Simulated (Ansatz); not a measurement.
C:
Space group Ibam (No. 72); a = 2.6583 Å, b = 5.5499 Å, c = 4.6557 Å, α = β = γ = 90.00°

```tsv
atom	site	symmetry	x	y	z
C	8j	..m	0.3257	0.3300	0.0000
C	4a	222	0.0000	0.0000	0.2500
```
(The calculation used a cell of 6 atoms; values per cell refer to that cell.)

Relaxed with r²SCAN. DFT-r²SCAN in the program Ansatz with PAW potentials gives a gap of 3.15 eV.

Problem. What gap does HSE06 give on the same cell (Ansatz, PAW)?

Solution. 3.95 eV, 0.80 eV more. The hybrid was solved on a coarser mesh and at special points; the gap given is the minimum over both.

Cost on shared cores: the r²SCAN run (SCF on a 12×12×12 mesh, then bands and DOS) very roughly 90 core-seconds, the HSE06 run (SCF on 7×7×7, then a few points) very roughly 80 core-seconds; the tasks are unlike.

The start of the workflow was typed in or built on a structure type; neither database checked (COD, Materials Project) lists it. It is not the phase usual at ambient conditions (space group No. 194, 227). The cell was relaxed with r²SCAN under the symmetry of its start; its stability against distortions is not shown here. The volume moved by 19 % from the start of the relaxation.

Potentials: the later of the program's two PAW sets.
